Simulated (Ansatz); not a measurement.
### Question
Each is relaxed and computed with HSE06 (plane waves, PAW; program Ansatz). Which alone has a direct gap?
(A) SnF3, Fm-3m (Sn on 4b, Sn on 4a, F on 24e)
(B) Cs2KInF6, Fm-3m (K on 4b, Cs on 8c, In on 4a, F on 24e)
(C) K2LiGaF6, Fm-3m (K on 8c, Li on 4b, Ga on 4a, F on 24e)
(D) KRb2TlF6, Fm-3m (K on 4b, Rb on 8c, Tl on 4a, F on 24e)

### Answer
C, K2LiGaF6, Fm-3m (K on 8c, Li on 4b, Ga on 4a, F on 24e). K2LiGaF6: gap 8.88 eV (direct); KRb2TlF6: gap 5.78 eV (indirect); Cs2KInF6: gap 7.74 eV (indirect); SnF3: gap 4.33 eV (indirect). Standing as an ambient phase not checked: K2LiGaF6, Fm-3m (K on 8c, Li on 4b, Ga on 4a, F on 24e); KRb2TlF6, Fm-3m (K on 4b, Rb on 8c, Tl on 4a, F on 24e); Cs2KInF6, Fm-3m (K on 4b, Cs on 8c, In on 4a, F on 24e); SnF3, Fm-3m (Sn on 4b, Sn on 4a, F on 24e). All cells were relaxed under the symmetry of their starts (and spin orders); stability against distortions was not tested throughout. Spin–orbit coupling is left out wherever it is not named.

Potentials: the later of the program's two PAW sets.
